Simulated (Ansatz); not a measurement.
LiF with Na replacing Li: gradients before and after relaxing the atoms

Start: a supercell of LiF (rock salt type, Fm-3m) built from a COD entry, with all atoms left at the host's positions.

Space group Fm-3m (No. 225); a = 12.0840 Å.

| site | Wyckoff | site symmetry | x | y | z |
| --- | --- | --- | --- | --- | --- |
| Na | 4a | m-3m | 0.0000 | 0.0000 | 0.0000 |
| Li2 | 48h | m.m2 | 0.1667 | 0.1667 | 0.0000 |
| Li5 | 32f | .3m | 0.3333 | 0.1667 | 0.1667 |
| Li15 | 24e | 4m.m | 0.5000 | 0.5000 | 0.3333 |
| F28 | 32f | .3m | 0.1667 | 0.1667 | 0.1667 |
| F30 | 24e | 4m.m | 0.5000 | 0.5000 | 0.1667 |
| F32 | 48i | m.m2 | 0.5000 | 0.3333 | 0.3333 |
| F41 | 4b | m-3m | 0.5000 | 0.5000 | 0.5000 |

One atom of each set is listed; the run and its k-mesh use a cell of 54 atoms with edges of 8.54, 8.54, 8.54 Å.

All values are calculated (Ansatz; DFT, PBE, plane waves and PAW, scalar-relativistic, 420 eV cutoff, Γ-centred 3×3×3 k-points, Fermi–Dirac smearing 0.01 eV), not measured.

The largest force at the start is 1.3 eV/Å. Relaxing the ions at fixed cell moves them by 0.115 Å at most (atom 30, F) and 0.042 Å rms.

```csv
site,moved (Å),first shell before,first shell after,V_zz before (10²¹ V/m²),η before
Na,0.000,6 F at 2.01 Å,6 F at 2.13 Å,0.00,–
Li2,0.036,6 F at 2.01 Å,6 F at 1.98–2.04 Å,-0.006,0.89
Li15,0.013,6 F at 2.01 Å,6 F at 1.91–2.02 Å,-0.007,0.00
F28,0.003,6 Li at 2.01 Å,6 Li at 2.01–2.02 Å,0.057,0.00
F30,0.115,"5 Li at 2.01 Å, 1 Na at 2.01 Å","5 Li at 1.91–2.04 Å, 1 Na at 2.13 Å",-1.87,0.00
F32,0.006,6 Li at 2.01 Å,6 Li at 1.98–2.02 Å,-0.026,0.33
```

(1) How do the gradients change?

Results:

(1) 

```csv
site,V_zz after,η after,change of V_zz
Na,0.00,–,0.00
Li2,0.033,0.88,–
Li15,-0.044,0.00,-0.04
F28,0.050,0.00,-0.01
F30,-1.15,0.00,+0.72
F32,-0.58,0.25,-0.56
```

The largest change of V_zz along a kept axis is on F30, from -1.87 to -1.15. In per cent, |V_zz| changes by -38 on F (all sites that start above 0.5). On Li2 the largest principal value lies along another axis in the second run, so the two V_zz can't be compared directly. Other sites with |V_zz| of 0.02 or less aren't listed.

The defect repeats with the cell of 54 atoms, so it feels its images: sites between two images don't show the values beside a lone defect, and zeros or small values of η there can come from the images' arrangement.
Before: The neighbours have not yet relaxed around the defect (largest force 1.3 eV/Å), so a real crystal will differ.
After: The relaxation keeps the site symmetry m-3m of the start, so the impurity can't leave its site; a start off the site could end lower.
